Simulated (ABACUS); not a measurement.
## Sensitivity of a calculation on SiNi (Pnma, 8 atoms in the cell; from Materials Project mp-351) to its settings

```xyz
8
Lattice="5.1415 0.0000 0.0000 0.0000 3.3213 0.0000 0.0000 0.0000 5.5698" Properties=species:S:1:pos:R:3 pbc="T T T"
Si     4.2217     2.4910     3.2434
Si     0.9199     0.8303     2.3264
Si     3.4906     0.8303     0.4585
Si     1.6509     2.4910     5.1113
Ni     2.6116     0.8303     3.8349
Ni     2.5299     2.4910     1.7349
Ni     5.1007     2.4910     1.0500
Ni     0.0409     0.8303     4.5198
```

Base run A: PBEsol, PseudoDojo 0.4 standard norm-conserving PBEsol (tails mended) pseudopotentials (ABACUS 3.10.1), self-consistent single point.

Its settings: KPT = Gamma 3 4 3 0 0 0; basis_type = pw; dft_functional = PBESOL; ecutwfc = 98 Ry; smearing_method = fd; smearing_sigma = 0.00367493 Ry; potentials = PseudoDojo 0.4 standard norm-conserving PBEsol (tails mended); symmetry = 1; ks_solver = dav_subspace; scf_nmax = 100; scf_thr = 1.0e-09 Ry; mixing_type = broyden.

The run has no spin polarisation, so moments on Ni cannot form. The structure comes from a collection of computed structures, made at another level of theory; the collection holds predicted forms beside known ones. No clean gap shows at this smearing width and mesh (spacing up to 0.47 Å⁻¹); the mesh is coarse for partly filled bands, so the values carry mesh errors.

ΔF is the free energy per atom less that of run A. A dash stands where there is no value to compare (another energy zero, no result, no clean gap). Absolute energies have different zeros for different potentials, functionals, Hubbard and dispersion terms and are not compared across them.

```csv
run,change,ΔF (meV/atom),pressure (GPa),largest force (eV/Å),k-points,rough cost (cheapest run = 1)
A,base,0.00,-0.92,0.107,12,2
B,smearing_sigma: 0.00367493 Ry → 0.000734986 Ry,1.43,-0.94,0.115,12,2
C,smearing_sigma: 0.00367493 Ry → 0.00220496 Ry; KPT: Gamma 3 4 3 0 0 0 → MP 3 5 3 0 0 0,-0.10,-0.84,0.073,12,2
D,lattice vector b scaled by 1.01,2.2,-2.75,0.177,12,1
E,symmetry: 1 → 0,0.00,-0.92,0.107,19,4
F,vdw_method: default → d3_bj; vdw_abc: default → 1 [PBEsol-D3(BJ) with three-body term],–,-5.16,0.106,12,2
G,lattice scaled by 1.015; ecutwfc: 98 Ry → 58.8 Ry,3060.0,-246.30,0.151,12,1
H,KPT: Gamma 3 4 3 0 0 0 → Gamma 3 4 3 0.5 0.5 0.5,-21.2,-1.21,0.085,8,1
I,pw_diag_ndim: default → 4,0.00,-0.92,0.107,12,1
J,scf_nmax: 100 → 200; mixing_beta: default → 0.2,0.00,-0.92,0.107,12,2
K,scf_nmax: 100 → 200; mixing_type: broyden → pulay; mixing_beta: default → 0.5,0.00,-0.92,0.107,12,2
```

Run F against A: The pressure goes from -0.92 to -5.16 GPa and the largest force moves little (0.107 to 0.106 eV/Å).

Run G against A: The free energy rises by 3.06 eV/atom, the pressure goes from -0.92 to -246.3 GPa and the largest force goes from 0.107 to 0.151 eV/Å.

Small differences between rows can be mesh errors.

At a cut-down plane-wave cutoff the stress holds a Pulay term: a spurious tension from the incomplete basis, which lowers the pressure; energies, forces and gaps of such rows are unconverged too.

“Tails mended”: in these copies of the files the far tail of each local potential was reset to the Coulomb form.
